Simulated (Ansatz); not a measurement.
input.yaml (Ansatz)

```yaml
crystal:
  lattice:
    - [-1.731628156, 1.7315073372, 1.1832216947]
    - [1.7315073372, -1.731628156, 1.1832216947]
    - [2.8118725956, 2.8118725956, -1.1834429745]
  atoms:
    - { symbol: Cr, position: [8.0257e-06, 0.9999919743, 0.0], spin: 1.5 }
    - { symbol: Cr, position: [0.7499919743, 0.2500080257, 0.5], spin: 1.5 }
hamiltonian:
  xc: mr2scan
  pseudopotentials:
    kind: paw
    azcp:
      Cr: "pseudopotentials/Cr.paw.azcp"
basis:
  ecutwfc: 500
  fft_grid_basis: typed
kpoints:
  mp_grid: { grid: [25, 25, 13], shift: [0, 0, 0] }
magnetization:
  spin_polarized: true
scf:
  occupations: { method: fermi_dirac, width: 0.05 }
```

Output

```
Engine: ansatz 0.2.0, aarch64-unknown-linux-gnu
Pseudopotentials: kind: paw
Pseudopotential: Cr, paw, valence charge 14, recommended cutoff 500 eV (meta_gga) 
Functional definition: m-r2SCAN
  exchange = m_r2scan_x
  correlation = m_r2scan_c
Crystal: 2 atoms, lattice volume = 23.044 Å³
Basis set: ecut = 500 eV, 591 PW (Γ), exchange–correlation on 80×80×128 points (64 copies of the dense FFT grid, shifted against one another)
Bands: 20, of which v1, the nominal top of the filled ones, is band 14 counted from 1 (13 counted from 0)
Symmetry: 4 space group operations
Space group: C2/c (ITA 15), of the structure as read, at distance tolerance 2.8e-5 Å
Magnetic group: BNS 15.85 (UNI 92), of the structure as read, at distance tolerance 2.8e-5 Å
k-points: 2119 of 8125
Non-local potential: Cr, projectors of the file, l = 0: 3, l = 1: 2, l = 2: 3, l = 3: 1
PAW form: soft (Blöchl's): semilocal exchange-correlation on the pseudo side does not see the compensation charge
PAW frozen core: Cr, regenerated for the run's functional (the file was generated under x = pbe(κ = 0.804, μ = 0.2195149727645171), c = pbe(β = 0.06672455060314922))
PAW one-centre angular grid: Cr, 590 points (default); XC on 160 Gauss nodes
Initial density: superposition of atomic densities (chi_scale 0.1, normalization cell)
Starting moments: Σ|m| = 3 μB on 2 of 2 sites
Initial wavefunctions: pseudopotential atomic-orbital guess
Functional: x = mr2scan, c = mr2scan; τ floored in thin density (d = 2e-4 eV/Å³)
SCF iter   1: F=—  HF=-6767.440359 eV  |F-HF|=—  |Δ(HF+E_count)|=         —  Δρ=1.73e-1 (↑1.73e-1 ↓6.63e-2)  dr2=9.36e0  dr2_τ=6.17e-2  dr2_m=9.82e-1  M=1.376 μB ∫|m|=1.376 μB  β_m=0.55  ethr=3.10e-3  ⟨swp⟩=3.6  Hψ=298337  notcnv=0
Mixer restart at iter 1: flushing history
SCF iter   2: F=—  HF=-6764.401375 eV  |F-HF|=—  |Δ(HF+E_count)|=    3.04e0  Δρ=9.04e-2 (↑9.04e-2 ↓4.24e-2)  dr2=3.00e0  dr2_τ=3.60e-2  dr2_m=2.52e-1  M=1.199 μB ∫|m|=1.199 μB  β_m=1.00  ethr=3.10e-3  ⟨swp⟩=2.1  Hψ=187850  notcnv=0  defer=2607  κ⁻¹=1.0e0(r=1)
SCF iter   3: F=—  HF=-6764.010032 eV  |F-HF|=—  |Δ(HF+E_count)|=   3.91e-1  Δρ=2.27e-2 (↑2.27e-2 ↓1.99e-2)  dr2=1.46e-1  dr2_τ=5.86e-3  dr2_m=2.59e-2  M=0.732 μB ∫|m|=0.739 μB  β_m=1.00  ethr=3.10e-3  ⟨swp⟩=2.2  Hψ=170516  notcnv=0  defer=2578  κ⁻¹=1.9e-2(r=2)
SCF iter   4: F=—  HF=-6764.615331 eV  |F-HF|=—  |Δ(HF+E_count)|=         —  Δρ=3.67e-2 (↑3.67e-2 ↓3.64e-2)  dr2=5.14e-2  dr2_τ=1.03e-2  dr2_m=2.50e-1  M=-0.068 μB ∫|m|=0.068 μB  β_m=1.00  ethr=5.22e-4  ⟨swp⟩=2.4  Hψ=145659  notcnv=0  defer=2032
Mixer restart at iter 4: flushing history
SCF iter   5: F=—  HF=-6764.473792 eV  |F-HF|=—  |Δ(HF+E_count)|=   1.42e-1  Δρ=6.38e-3 (↑6.38e-3 ↓3.28e-3)  dr2=1.64e-2  dr2_τ=2.69e-4  dr2_m=1.05e-3  M=-0.006 μB ∫|m|=0.008 μB  β_m=0.33  ethr=1.79e-4  ⟨swp⟩=2.1  Hψ=168292  notcnv=0  defer=1958
SCF iter   6: F=—  HF=-6764.471699 eV  |F-HF|=—  |Δ(HF+E_count)|=   2.09e-3  Δρ=2.87e-3 (↑2.87e-3 ↓1.36e-3)  dr2=2.39e-3  dr2_τ=5.11e-5  dr2_m=4.63e-4  M=-0.007 μB ∫|m|=0.009 μB  β_m=0.38  ethr=5.85e-5  ⟨swp⟩=2.1  Hψ=129759  notcnv=0  defer=1682  κ⁻¹=1.0e0(r=1)
SCF iter   7: F=—  HF=-6764.471822 eV  |F-HF|=—  |Δ(HF+E_count)|=   1.23e-4  Δρ=1.15e-3 (↑1.15e-3 ↓6.88e-4)  dr2=3.43e-4  dr2_τ=4.68e-6  dr2_m=9.80e-5  M=-0.004 μB ∫|m|=0.005 μB  β_m=0.34  ethr=8.52e-6  ⟨swp⟩=1.5  Hψ=93122  notcnv=0  defer=1675  κ⁻¹=1.5e-2(r=2)
SCF iter   8: F=—  HF=-6764.471897 eV  |F-HF|=—  |Δ(HF+E_count)|=   7.44e-5  Δρ=1.72e-4 (↑1.32e-4 ↓1.72e-4)  dr2=9.59e-6  dr2_τ=1.74e-7  dr2_m=2.09e-6  M=-0.001 μB ∫|m|=0.003 μB  β_m=0.45  ethr=1.23e-6  ⟨swp⟩=1.6  Hψ=93928  notcnv=0  defer=1675  κ⁻¹=1.7e-3(r=3)
SCF iter   9: F=—  HF=-6764.471920 eV  |F-HF|=—  |Δ(HF+E_count)|=   2.38e-5  Δρ=1.26e-4 (↑5.82e-5 ↓1.26e-4)  dr2=2.55e-6  dr2_τ=5.73e-8  dr2_m=1.21e-6  M=-0.001 μB ∫|m|=0.002 μB  β_m=0.36  ethr=3.42e-8  ⟨swp⟩=2.1  Hψ=115850  notcnv=0  defer=1675  κ⁻¹=3.4e-5(r=4)
SCF iter  10: F=—  HF=-6764.471936 eV  |F-HF|=—  |Δ(HF+E_count)|=   1.57e-5  Δρ=1.59e-5 (↑1.57e-5 ↓1.59e-5)  dr2=1.58e-8  dr2_τ=2.38e-9  dr2_m=3.66e-8  M=-0.000 μB ∫|m|=0.000 μB  β_m=0.30  ethr=9.10e-9  ⟨swp⟩=2.1  Hψ=132265  notcnv=0  defer=1675  κ⁻¹=4.6e-6(r=5)
SCF iter  11: F=—  HF=-6764.471936 eV  |F-HF|=—  |Δ(HF+E_count)|=   4.81e-8  Δρ=7.82e-6 (↑5.54e-6 ↓7.82e-6)  dr2=1.02e-8  dr2_τ=5.88e-10  dr2_m=2.40e-9  M=-0.000 μB ∫|m|=0.000 μB  β_m=0.34  ethr=5.65e-11  ⟨swp⟩=2.0  Hψ=141580  notcnv=0  defer=1675  κ⁻¹=3.2e-7(r=6)
SCF iter  12: F=—  HF=-6764.471936 eV  |F-HF|=—  |Δ(HF+E_count)|=   1.04e-7  Δρ=3.10e-6 (↑2.17e-6 ↓3.10e-6)  dr2=1.76e-9  dr2_τ=9.23e-11  dr2_m=3.40e-10  M=0.000 μB ∫|m|=0.000 μB  β_m=0.57  ethr=3.65e-11  ⟨swp⟩=2.0  Hψ=144502  notcnv=0  defer=1675  κ⁻¹=7.2e-8(r=7)
SCF iter  13: F=—  HF=-6764.471936 eV  |F-HF|=—  |Δ(HF+E_count)|=   5.43e-9  Δρ=1.00e-6 (↑1.00e-6 ↓9.15e-7)  dr2=1.89e-10  dr2_τ=8.92e-12  dr2_m=3.44e-11  M=0.000 μB ∫|m|=0.000 μB  β_m=0.38  ethr=6.28e-12  ⟨swp⟩=2.0  Hψ=142348  notcnv=0  defer=1675  κ⁻¹=1.4e-8(r=8)
SCF iter  14: F=-6764.471936 eV  HF=-6764.471936 eV  |F-HF|=7.28e-11  |Δ(HF+E_count)|=  6.04e-10  Δρ=3.30e-7 (↑3.06e-7 ↓3.30e-7)  dr2=3.07e-11  dr2_τ=9.17e-13  dr2_m=3.34e-12  M=-0.000 μB ∫|m|=0.000 μB  ethr=1.00e-12  ⟨swp⟩=2.4  Hψ=272892  notcnv=0
SCF 1 converged in 14 iterations: F = -6764.471936 eV  dr2 = 3.07e-11
WARN: the starting moments were not kept: the SCF closed with an absolute magnetisation of 3.9e-6 μB, where they sum to 3 μB in size (2 sites). That is at most 0.1 of that sum. Measured as dr2_m measures the in/out step, that magnetisation stands 6.4e-12 eV from none, at or under the dr2_threshold of 1.0e-7 eV: it is no larger than a step whose dr2_m would equal this threshold. The system may hold no moment; this SCF shows only that its start led to no more than that. To try another start: raise the starting moments (crystal.atoms[].spin, magnetization.per_species, magnetization.initial_magnetization, or on a non-collinear deck that types none of these the spinor_matrix: blocks that start its atoms; where the total moment is fixed, keep their sum and leave initial_magnetization as it is; typed ones take the place of any that the run laid by itself, positive ones on a crystal's lanthanoids without a Hubbard term where scf.initial_density.shell_occupations: [] is typed) or, if the notice of its spin-set hold's release reads "site moments contracting" or "site moments show no strong build", lengthen the hold (scf.mixing.spin_hold: { on: { confirm: 4 } }; for m-r²SCAN on two components see the key's manual first). Each may lead to a state that holds a moment. A second SCF, from the converged charge density, with the starting moments and any scf.initial_density.shell_occupations laid on it anew, would have followed, and was not run: the deck does not ask for one (magnetization.retry_lost_moments is false, the default). To let it run, set magnetization.retry_lost_moments: true and run the deck again, where that key's refused combinations let it; where memory then withholds it, that run's warning says so.
this state was not tested for a lower state beside it, because the mixer in use, unlike msr1, does not test its closes by its own steps (another_mixer; see scf.mixing.algorithm and scf.lower_state_search)
SCF converged after 14 iterations
Magnetization: -0.0000 μB (14.0000 up, 14.0000 down)
Absolute magnetization: 0.0000 μB (∫|ρ↑−ρ↓|, with the PAW one-centre terms)
Spin contamination: 0.0000 ħ² per cell (⟨S²⟩ above its minimum at these occupations)
Per-site moments (μB) at R_I (Å): [(-1.3314807342320736e-6, 0.9761579006719675), (-1.331480734317854e-6, 0.9761579006719675)]
Free energy (F): -6764.471936 eV
Harris-Foulkes:  -6764.471936 eV  (|F-HF|=7.28e-11)
Internal energy: -6764.460275 eV  (E = F + TS)
E sigma→0 (E₀):  -6764.466106 eV
Entropy (-TS):   -0.011661 eV (-5.830 meV/atom)
Fermi energy:    19.249796 eV
--- Per-component energies (eV) ---
  E_band       = -321.563194
  E_kinetic    = 688.447049
  E_local      = -2360.511274  (includes V_loc(G=0)·N_el)
  E_nonlocal   = 158.133804
  E_hartree    = 1031.689744
  E_xc         = -276.170441
  E_vxc        = -401.942977  (∫ρ·V_xc dr)
  E_paw        = -2404.980480  (= ΣΔE_a)
  E_vpaw       = -494.453371  (= ΣTr[D̂ρ^β])
  E_aug_tail   = 0.000446  (compensation charges beyond the density's cutoff)
  E_vtau       = 25.383877  (kinetic-family band-sum trace: ∫τ·v_τ [+ j·A + Jᵃ·Aᵃ] dr)
  E_ewald      = -3600.524467
  E_core_change = -0.544655  (= ΣΔE_core)
  E_smearing   = -0.011661  (= −TS)
  E_closure    = 0.000000  (closes the sum)
  Σ components = -6764.471936   (vs F -6764.471936, Δ=0.00e0)
```
